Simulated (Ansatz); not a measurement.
Density of states of a Ti2VPt13 cell (elements on a hcp lattice, relaxed), per eV and atom, broadened by Gaussian smearing of width 0.1 eV and averaged over bins of 0.2 eV, from 8 eV under the Fermi level at most up to where the solved bands end.

These are results of Ansatz 0.2.0, DFT PBE, scalar-relativistic, plane waves, PAW, not measurements.

Cutoff 420 eV; k points 7×7×4 on the computed 16-atom cell (Γ-centred); Gaussian smearing, width 0.10 eV; no spin polarisation.

```
Ti V Pt
1.0
     2.83144   -4.85490   -0.00002
     2.83139    4.85488   -0.00054
    -0.00091   -0.00047    9.03843
Ti V Pt
2 1 13
Cartesian
  1.4512 -0.7830 1.1285
  4.2179 -0.7826 1.1278
  2.8342 1.5628 1.1280
  1.4112 -0.8358 5.6476
  2.8347 -3.2288 1.1282
  2.8340 -3.2691 5.6474
  2.8340 1.5913 5.6472
  4.2569 -0.8359 5.6472
  2.8347 -1.5953 3.2688
  2.8334 -1.5959 8.0260
  1.4431 0.8195 3.2474
  1.4419 0.8187 8.0473
  4.2259 0.8197 3.2471
  4.2248 0.8191 8.0471
  2.8345 3.2429 3.2257
  2.8334 3.2422 8.0685
```

| E − E_F (eV) | total | Pt 5d | Pt 6s | Ti 3d | V 3d |
| --- | --- | --- | --- | --- | --- |
| -7.95 | 0.101 | 0.007 | 0.081 | 0.001 | 0.000 |
| -7.75 | 0.156 | 0.016 | 0.120 | 0.001 | 0.000 |
| -7.55 | 0.127 | 0.014 | 0.096 | 0.001 | 0.000 |
| -7.35 | 0.199 | 0.030 | 0.148 | 0.002 | 0.001 |
| -7.15 | 0.147 | 0.028 | 0.107 | 0.002 | 0.001 |
| -6.95 | 0.192 | 0.055 | 0.121 | 0.002 | 0.001 |
| -6.75 | 0.379 | 0.154 | 0.191 | 0.007 | 0.003 |
| -6.55 | 0.725 | 0.395 | 0.269 | 0.017 | 0.008 |
| -6.35 | 0.771 | 0.498 | 0.215 | 0.021 | 0.010 |
| -6.15 | 0.892 | 0.614 | 0.206 | 0.024 | 0.012 |
| -5.95 | 1.154 | 0.858 | 0.209 | 0.029 | 0.014 |
| -5.75 | 1.161 | 0.926 | 0.135 | 0.036 | 0.017 |
| -5.55 | 1.430 | 1.191 | 0.126 | 0.038 | 0.019 |
| -5.35 | 1.213 | 1.039 | 0.084 | 0.031 | 0.015 |
| -5.15 | 1.241 | 1.075 | 0.072 | 0.031 | 0.016 |
| -4.95 | 1.529 | 1.338 | 0.084 | 0.038 | 0.020 |
| -4.75 | 1.417 | 1.245 | 0.072 | 0.041 | 0.022 |
| -4.55 | 1.204 | 1.079 | 0.044 | 0.034 | 0.018 |
| -4.35 | 1.515 | 1.353 | 0.053 | 0.042 | 0.022 |
| -4.15 | 1.358 | 1.205 | 0.053 | 0.037 | 0.020 |
| -3.95 | 1.382 | 1.235 | 0.053 | 0.040 | 0.021 |
| -3.75 | 1.623 | 1.453 | 0.056 | 0.047 | 0.027 |
| -3.55 | 1.495 | 1.321 | 0.066 | 0.043 | 0.024 |
| -3.35 | 1.629 | 1.430 | 0.079 | 0.043 | 0.026 |
| -3.15 | 1.650 | 1.450 | 0.072 | 0.050 | 0.030 |
| -2.95 | 1.452 | 1.289 | 0.050 | 0.043 | 0.027 |
| -2.75 | 1.667 | 1.492 | 0.046 | 0.053 | 0.033 |
| -2.55 | 1.637 | 1.447 | 0.048 | 0.057 | 0.035 |
| -2.35 | 1.483 | 1.273 | 0.052 | 0.064 | 0.041 |
| -2.15 | 1.302 | 1.083 | 0.052 | 0.069 | 0.042 |
| -1.95 | 1.226 | 1.003 | 0.042 | 0.077 | 0.050 |
| -1.75 | 1.346 | 1.128 | 0.033 | 0.079 | 0.054 |
| -1.55 | 1.289 | 1.090 | 0.037 | 0.069 | 0.045 |
| -1.35 | 0.946 | 0.759 | 0.044 | 0.054 | 0.040 |
| -1.15 | 1.156 | 0.945 | 0.045 | 0.068 | 0.048 |
| -0.95 | 0.754 | 0.588 | 0.032 | 0.055 | 0.044 |
| -0.75 | 1.208 | 0.960 | 0.042 | 0.092 | 0.079 |
| -0.55 | 1.429 | 1.147 | 0.045 | 0.107 | 0.090 |
| -0.35 | 1.260 | 0.931 | 0.051 | 0.125 | 0.112 |
| -0.15 | 1.159 | 0.890 | 0.047 | 0.091 | 0.090 |
| 0.05 | 0.820 | 0.523 | 0.039 | 0.094 | 0.123 |
| 0.25 | 0.895 | 0.506 | 0.058 | 0.131 | 0.151 |
| 0.45 | 0.865 | 0.460 | 0.061 | 0.161 | 0.135 |

The columns after the total are the largest Löwdin projections on the valence shells of the potentials, so they needn't add up, and the weight of a shell that a potential lacks goes to other orbitals. The cell has no gap on the mesh.

Spin-orbit coupling is left out, which matters for the bands of heavy elements. Spin polarisation was left out, and a magnetic state may lie lower.

Cost: 2 runs of about 20 core-minutes in all (earlier runs that led there not counted), on Intel Xeon Processor @ 2.50GHz (Skylake/Cascade Lake) (shared hosts).